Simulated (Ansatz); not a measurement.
One crystal and one scan (scan of one atom of the cell) at two levels, PBE (plane waves to 420 eV, PAW, scalar-relativistic; Ansatz, a first-principles code) and PBEsol (plane waves to 420 eV, PAW, scalar-relativistic; Ansatz), each from its own relaxed cell and on its own mesh. The cell shown is that of PBE.

Starting cell, HfO₂ (tetragonal-ZrO2 type, space group P4_2/nmc):

```
CELL_PARAMETERS angstrom
      3.60482     0.00000     0.00000
      0.00000     3.60482     0.00000
      0.00000     0.00000     5.26502
ATOMIC_POSITIONS crystal
  Hf 0.00000 0.00000 0.00000
  Hf 0.50000 0.50000 0.50000
  O  0.00000 0.50000 0.19324
  O  0.00000 0.50000 0.69324
  O  0.50000 0.00000 0.30676
  O  0.50000 0.00000 0.80676
```

Scan: atom 4 (O, nearest neighbour Hf at 2.070 Å; its periodic images, 3.6 Å or more away, move with it) is displaced along Cartesian z, direction (0.000, 0.000, 1.000) in Cartesian axes, by s. The other atoms stay.

Energies are smeared free energies. HfO2 is run without spin polarisation. HfO2 was relaxed with its symmetry unable to fall. Spin-orbit coupling is left out, though Hf is heavy. The PAW data are Ansatz's earlier set. This is a high-temperature form of HfO2. Both scans cover s from -0.410 to 0.410 Å.

ΔE (meV/cell), each from the undisplaced structure of its own level:

```json
[
 {"s (Å)": "-0.410", "PBE": "1145", "PBEsol": "1218"},
 {"s (Å)": "-0.328", "PBE": "726", "PBEsol": "771"},
 {"s (Å)": "-0.246", "PBE": "405", "PBEsol": "429"},
 {"s (Å)": "-0.164", "PBE": "178", "PBEsol": "188"},
 {"s (Å)": "-0.082", "PBE": "44", "PBEsol": "47"},
 {"s (Å)": "0.000", "PBE": "0", "PBEsol": "0"},
 {"s (Å)": "0.082", "PBE": "43", "PBEsol": "46"},
 {"s (Å)": "0.164", "PBE": "171", "PBEsol": "181"},
 {"s (Å)": "0.246", "PBE": "383", "PBEsol": "405"},
 {"s (Å)": "0.328", "PBE": "677", "PBEsol": "withheld"},
 {"s (Å)": "0.410", "PBE": "1053", "PBEsol": "1116"}
]
```

Task: Estimate the PBEsol value at 0.328 from the PBE value there and the ratio of the two levels in the two nearest given rows on that side of the minimum.

Result: At 0.410 and 0.246 the ratio PBEsol/PBE averages 1.059, which gives 1.059 × 677 = 717 meV/cell. The calculation gives 717 meV/cell, +5.9 % against PBE.

(For displaced atoms, the force is minus the slope of the energy, and its curvature is a force constant, which sets phonon frequencies.)
